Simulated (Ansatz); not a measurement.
WSi2 (MoSi2 type, space group I4/mmm)

```xyz
3
Lattice="-1.6061 1.6061 3.9029 1.6061 -1.6061 3.9029 1.6061 1.6061 -3.9029" Properties=species:S:1:pos:R:3 pbc="T T T"
W      0.0000     0.0000     0.0000
Si     1.6061     1.6061    -1.2890
Si     1.6061     1.6061     1.2890
```

The atoms are displaced by Q × the pattern below (from a DFPT mode at Γ, largest move 1; Q in Å), at fixed cell. It is one choice among 2 degenerate patterns.

```json
[
 {"atom": "Si2", "x": "0.000", "y": "1.000", "z": "0.000"},
 {"atom": "Si3", "x": "0.000", "y": "-1.000", "z": "0.000"}
]
```

Atoms not listed stay in place.

These are r2SCAN (plane waves to 500 eV, PAW, scalar-relativistic; Ansatz, a program for electronic structure) values and carry that method's errors. k mesh 20×20×20 (Γ-centred), Fermi-Dirac smearing 0.05 eV. The energy includes the smearing's −TS. Compression counts positive. With partly filled bands, energies and forces of such displacements shift with the k mesh and the smearing. Spin-orbit coupling is left out, though W is heavy. The PAW data are Ansatz's earlier set. WSi2 is run without spin polarisation. WSi2 was relaxed with its symmetry unable to fall. The zero of ΔE is the undisplaced structure.

```csv
Q (Å),ΔE (eV/cell),−dE/dQ from forces (eV/Å),P (GPa)
-0.100,0.120,2.411,1.4
-0.083,0.083,2.007,1.0
-0.067,0.053,1.604,0.6
-0.050,0.030,1.202,0.4
-0.033,0.013,0.801,0.2
-0.017,0.003,0.400,0.0
0.000,0.000,0.000,0.0
0.017,0.003,-0.400,0.0
0.033,0.013,-0.801,0.2
0.050,0.030,-1.202,0.4
0.067,0.053,-1.604,0.6
0.083,0.083,-2.007,1.0
0.100,0.120,-2.411,1.4
```

Summary:

| Property | Result |
|---|---|
| Energy at Q = 0.100 Å | 120 meV/cell |
| Space group of the distorted cell | C2/m (No. 12), lowered from I4/mmm |
| Symmetry of the curve | even: the same for both signs |
| Shape of the curve | a single well with its minimum at or next to zero displacement |
| Harmonic wavenumber from the curvature (finite differences) | 341 cm⁻¹ |

(For displaced atoms, the force is minus the slope of the energy, and its curvature is a force constant, which sets phonon frequencies.)
